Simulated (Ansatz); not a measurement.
Ge$_{3}$N$_{4}$ in space group P6_3/m (No. 176; Ge on 6h, N on 6h, N on 2c), PBEsol (plane waves, PAW; program Ansatz). The conduction-band minimum lies at Γ, with 1 equivalent valley. Second derivatives d²E/dk² of the lowest band at one valley (eV·Å²), along Cartesian directions:

```csv
direction,d²E/dk²
[100],29.27
[010],29.27
[001],34.35
[110],29.27
[101],31.82
[011],31.82
```

**Question.** Find the principal effective masses, the density-of-states mass and the conductivity mass.

**Answer.** Off-diagonal terms follow from H_xy = H[110] − (H_xx + H_yy)/2, and m*/mₑ = 7.620 eV·Å² over each eigenvalue: 0.22, 0.26, 0.26. One valley's DOS mass (m₁m₂m₃)^(1/3) = 0.25, conductivity mass 3/(Σ 1/mᵢ) = 0.25 mₑ.

**Question.** What effective density of states Nc follows at 300 K for parabolic valleys?

**Answer.** Nc = 2.509e19 × 1 × (0.25)^(3/2) ≈ 3.1e18 cm⁻³.

The PBEsol relaxation kept the symmetry of its start. Scalar-relativistic: spin–orbit coupling is off unless named, which matters more the heavier the elements.

Potentials: the later of the program's two PAW sets.

Edges and masses are those of Kohn–Sham bands, whose gap is no quasiparticle gap.
